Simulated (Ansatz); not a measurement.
The relaxed structure here is a generated cell of YGe: the first start was made by placing the elements on the sites of a structure type, and the end was not matched to a known phase here, so it may be hypothetical.

The start is a generated cell, YGe built in the AFLOW prototype AB_tI16_140_ab_h (B37, as in TlSe). The structure is fully relaxed (lattice and positions, P = 0) with r2SCAN (plane waves to 500 eV, PAW, scalar-relativistic; Ansatz, an electronic-structure program).

Ansatz input (later rounds restart from its end on a renewed k-mesh):
Ansatz 0.2 input:
```yaml
crystal:
  lattice:
    - [-3.8914794, 3.8914794, 3.3971694]
    - [3.8914794, -3.8914794, 3.3971694]
    - [3.8914794, 3.8914794, -3.3971694]
  atoms:
    - { symbol: Y, position: [0.75, 0.75, 0] }
    - { symbol: Y, position: [0.25, 0.25, 0] }
    - { symbol: Y, position: [0.25, 0.75, 0.5] }
    - { symbol: Y, position: [0.75, 0.25, 0.5] }
    - { symbol: Ge, position: [0.179, 0.679, 0.858] }
    - { symbol: Ge, position: [0.321, 0.179, 0.5] }
    - { symbol: Ge, position: [0.679, 0.821, 0.5] }
    - { symbol: Ge, position: [0.821, 0.321, 0.142] }
basis: { ecutwfc: 500, ecutrho_ratio: 4, xc_grid: 4, fft_grid_basis: typed }
kpoints: { mp_grid: { grid: [7, 7, 7] } }
hamiltonian:
  xc: r2scan
  dispersion: none
  pseudopotentials: { kind: paw }
scf: { occupations: { method: fermi_dirac, width: 0.05 } }
relax: { f_tol: 0.01, max_steps: 100, cell: { stress_tol: 0.02 } }
output: { forces: true, stress: true }
```

* **Initial pressure**: +4.5 GPa (positive: the cell is compressed)
* **Largest initial force**: 3.57 eV/Å, on Ge5, Ge6, Ge7, Ge8 (atoms numbered as listed)
* **Outcome**: The space group goes from I4/mcm (No. 140) to P4/mmm (No. 123), with 2 atoms in the primitive cell
* **Energy released**: 0.60 eV/atom
* **Volume change**: -11.5 %, from 25.72 to 22.77 Å³/atom
* **Shortest distances (start → end)**: The closest pairs of elements (up to four, under 3.6 Å), start → end: Ge–Y 2.60 → 3.11 Å; Y–Y 3.40 → 3.26 Å; Ge–Ge 3.74 → 3.26 Å
* **Band gap at the end**: no gap (metallic)
* **Optimiser moves**: 10

Final structure:

```cif
data_GeY
_chemical_formula_sum 'Y1 Ge1'
_space_group_name_H-M_alt 'P4/mmm'
_space_group_IT_number 123
_space_group_name_Hall '-P 4 2'
_cell_length_a 3.73865
_cell_length_b 3.73865
_cell_length_c 3.25790
_cell_angle_alpha 90.000
_cell_angle_beta 90.000
_cell_angle_gamma 90.000
loop_
_atom_site_label
_atom_site_type_symbol
_atom_site_symmetry_multiplicity
_atom_site_Wyckoff_symbol
_atom_site_fract_x
_atom_site_fract_y
_atom_site_fract_z
_atom_site_occupancy
Y1 Y 1 b 0.00000 0.00000 0.50000 1
Ge1 Ge 1 c 0.50000 0.50000 0.00000 1
```

Final values are on a 13×13×14 k-mesh of the relaxed cell. No spin polarisation in the result. The relaxed primitive cell holds an odd number of electrons. A magnetic state may lie lower.

The run could not lose the symmetry of its start, so the end can be a saddle point.
